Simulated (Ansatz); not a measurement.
**CdS with Sb replacing S: gradients before and after relaxing the atoms**

Start: a supercell of CdS (wurtzite type, P6_3mc) built from a structure deposited in the COD, with all atoms left at the host's positions.

```cif
data_Cd16SbS15
_symmetry_space_group_name_H-M 'P3m1'
_symmetry_Int_Tables_number 156
_cell_length_a 8.3000
_cell_length_b 8.3000
_cell_length_c 13.4740
_cell_angle_alpha 90.000
_cell_angle_beta 90.000
_cell_angle_gamma 120.000
loop_
_atom_site_label
_atom_site_type_symbol
_atom_site_symmetry_multiplicity
_atom_site_Wyckoff_symbol
_atom_site_fract_x
_atom_site_fract_y
_atom_site_fract_z
Cd1 Cd 1 a 0.0000 0.0000 0.0000
Cd2 Cd 1 a 0.0000 0.0000 0.5000
Cd3 Cd 3 d 0.0000 0.5000 0.0000
Cd4 Cd 3 d 0.0000 0.5000 0.5000
Cd9 Cd 3 d 0.1667 0.8333 0.2500
Cd10 Cd 3 d 0.1667 0.8333 0.7500
Cd15 Cd 1 c 0.6667 0.3333 0.2500
Cd16 Cd 1 c 0.6667 0.3333 0.7500
Sb Sb 1 a 0.0000 0.0000 0.1875
S18 S 1 a 0.0000 0.0000 0.6875
S19 S 3 d 0.0000 0.5000 0.1875
S20 S 3 d 0.0000 0.5000 0.6875
S25 S 3 d 0.1667 0.8333 0.4375
S26 S 3 d 0.1667 0.8333 0.9375
S31 S 1 c 0.6667 0.3333 0.4375
S32 S 1 c 0.6667 0.3333 0.9375
```

One atom of each set is listed.

The numbers come from a DFT calculation in Ansatz (PBE, plane waves and PAW, scalar-relativistic, 420 eV cutoff, Γ-centred 3×3×2 k-points, Fermi–Dirac smearing 0.01 eV, cell charge -1).

The largest force at the start is 1.2 eV/Å. Relaxing the ions at fixed cell moves them by 0.193 Å at most (atom 1, Cd) and 0.090 Å rms.

| site | moved (Å) | first shell before | first shell after | V_zz before (10²¹ V/m²) | η before |
| --- | --- | --- | --- | --- | --- |
| Cd1 | 0.193 | 1 Sb at 2.53 Å, 3 S at 2.54 Å | 3 S at 2.56 Å, 1 Sb at 2.67 Å | -8.87 | 0.00 |
| Cd2 | 0.082 | 4 S at 2.53–2.54 Å | 4 S at 2.52–2.57 Å | 0.14 | 0.00 |
| Cd3 | 0.049 | 4 S at 2.53–2.54 Å | 4 S at 2.52–2.56 Å | -1.26 | 0.39 |
| Cd4 | 0.056 | 4 S at 2.53–2.54 Å | 4 S at 2.51–2.52 Å | -0.44 | 0.68 |
| Cd9 | 0.110 | 3 S at 2.53–2.54 Å, 1 Sb at 2.54 Å | 3 S at 2.53–2.55 Å, 1 Sb at 2.65 Å | -8.29 | 0.19 |
| Cd10 | 0.083 | 4 S at 2.53–2.54 Å | 4 S at 2.51–2.54 Å | -1.50 | 0.01 |
| Cd15 | 0.109 | 4 S at 2.53–2.54 Å | 4 S at 2.52–2.58 Å | 0.88 | 0.00 |
| Sb | 0.046 | 4 Cd at 2.53–2.54 Å | 4 Cd at 2.65–2.67 Å | 3.88 | 0.00 |
| S18 | 0.036 | 4 Cd at 2.53–2.54 Å | 4 Cd at 2.54–2.57 Å | -0.24 | 0.00 |
| S19 | 0.022 | 4 Cd at 2.53–2.54 Å | 4 Cd at 2.52–2.53 Å | -3.43 | 0.32 |
| S26 | 0.110 | 4 Cd at 2.53–2.54 Å | 4 Cd at 2.51–2.56 Å | -1.58 | 0.32 |

Problem. What are V_zz and η after the relaxation?

Solution. 

| site | V_zz after | η after | change of V_zz |
| --- | --- | --- | --- |
| Cd1 | -4.51 | 0.00 | +4.36 |
| Cd2 | 3.23 | 0.00 | +3.09 |
| Cd3 | -2.34 | 0.56 | -1.08 |
| Cd4 | -0.85 | 0.76 | – |
| Cd9 | -5.41 | 0.35 | +2.88 |
| Cd10 | 1.32 | 0.30 | – |
| Cd15 | 4.44 | 0.00 | +3.56 |
| Sb | 4.50 | 0.00 | +0.62 |
| S18 | -1.16 | 0.00 | -0.92 |
| S19 | -4.02 | 0.23 | -0.59 |
| S26 | -2.04 | 0.77 | -0.46 |

The largest change of V_zz along a kept axis is on Cd1, from -8.87 to -4.51. Small gradients that grow severalfold: S18 (-0.24 to -1.16), Cd2 (0.14 to 3.23). In per cent, |V_zz| changes by -49 to -35 on Cd, +16 on Sb, +17 on S (all sites that start above 2). Where |V_zz| stays above 0.1 and the axes keep their order, η moves most on S26, from 0.32 to 0.77. On Cd10, Cd4 the largest principal value lies along another axis in the second run, so the two V_zz can't be compared directly. The table leaves out 5 of the 16 sites, with |V_zz| up to 2.73; their tensors move by 1.99 at most along any direction. The statements above cover all sites. The electronic state changes along with the positions (the gap closes), so the changes aren't those of geometry alone. The host's own positions weren't relaxed first, so part of the change far from the defect can be the host's relaxation.

The defect repeats with the cell of 32 atoms, so it feels its images: sites between two images don't show the values beside a lone defect, and zeros or small values of η there can come from the images' arrangement. Cd and S carry a gradient in the pure host already, so the values there aren't the defect's effect alone. A uniform background compensates the cell's charge. Without spin–orbit coupling (the program notes it for Cd and Sb) the gradients can shift somewhat, as the gap is small. With these PAW files V_zz is typically within 2 to 3 % of all-electron values, but misses above 10 % occur on Sb.
Before: With a gap of 0.1 eV on this mesh, small gradients can still move by 0.1 × 10²¹ V/m² or more as the k-mesh gets denser. The neighbours have not yet relaxed around the defect (largest force 1.2 eV/Å), so a real crystal will differ.
After: The run isn't spin-polarised, and a state with spin may lie lower. The relaxation keeps the site symmetry 3m of the start, so the impurity can move only along its axis; a distortion that would localise the partly filled state isn't explored. The defect cell has no gap above 0.1 eV on its mesh, so the values can hang on the smearing and the k-mesh.
